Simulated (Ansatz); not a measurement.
## Formation energy of Li2Pt (fluorite type)

```
CELL_PARAMETERS angstrom
0.00000 2.93143 2.93143
2.93143 0.00000 2.93143
2.93143 2.93143 0.00000
ATOMIC_POSITIONS crystal
Pt 0.00000 0.00000 0.00000
Li 0.25000 0.25000 0.25000
Li 0.75000 0.75000 0.75000
```

The cell comes from a relaxation on PAW files under the same functional, begun from a prototype that needn't be the stable phase.

Level of theory: DFT with PBEsol, scalar-relativistic, in Ansatz 0.2.0; a Γ-centred 11×11×11 k mesh, Fermi–Dirac smearing of 0.05 eV, no spin polarisation. LAPW: all electrons, basis error target 0.5 meV/atom; PAW: frozen-core files, cutoff 420 eV.

The elements are taken as Li bcc, Pt fcc, each relaxed on PAW files under the same functional and computed by the same method as the compound; zero-point and thermal terms are left out.

Spin–orbit coupling is left out, which matters for the heavy atoms. The PAW files were made under PBE.

Question: What is the formation energy by LAPW, and how far do the other methods lie from it?

Answer: -0.097 eV/atom; PAW -0.3 meV/atom. The compound is bound against these elements; other compounds of the system weren't compared.

Question: Give the LAPW value for one formula unit in kJ/mol.

Answer: -0.097 eV/atom × 3 atoms × 96.485 kJ/(mol·eV) = -28.1 kJ/mol, at zero temperature and without zero-point motion.

Question: What Bader charges does the PAW density give?

Answer: Pt1 -1.67 e, Li2 +0.84 e.
